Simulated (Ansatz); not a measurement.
Here is the system:

LaRu₂:
```cif
data_La8Ru16
_chemical_formula_sum 'Ru16 La8'
_space_group_name_H-M_alt 'Fd-3m :1'
_space_group_IT_number 227
_space_group_name_Hall 'F 4d 2 3 -1d'
_cell_length_a 7.67544
_cell_length_b 7.67544
_cell_length_c 7.67544
_cell_angle_alpha 90.000
_cell_angle_beta 90.000
_cell_angle_gamma 90.000
loop_
_atom_site_label
_atom_site_type_symbol
_atom_site_symmetry_multiplicity
_atom_site_Wyckoff_symbol
_atom_site_fract_x
_atom_site_fract_y
_atom_site_fract_z
_atom_site_occupancy
Ru1 Ru 16 d 0.62500 0.62500 0.62500 1
La1 La 8 a 0.00000 0.00000 0.00000 1
```
(The calculation used a cell of 6 atoms; values per cell refer to that cell.)

This is the r²SCAN-relaxed structure.

All from DFT-r²SCAN in the program Ansatz with PAW potentials, unless another level is named. Give the density of states at the Fermi level.

1.2 states/eV per atom (mean over ±0.08 eV).

And the formation energy from the elements (no fitted shifts)?

-0.10 eV/atom.

The workflow started from an entry of the Crystallography Open Database (COD). Whether it is the stable phase at ambient conditions was not checked. Symmetry was held in the r²SCAN relaxation; its stability against distortions is not shown here. The run is not spin-polarised. The references are the lowest solids computed at this level, not always the standard phases. Spin–orbit coupling is left out wherever it is not named.

Potentials: the later of the program's two PAW sets.
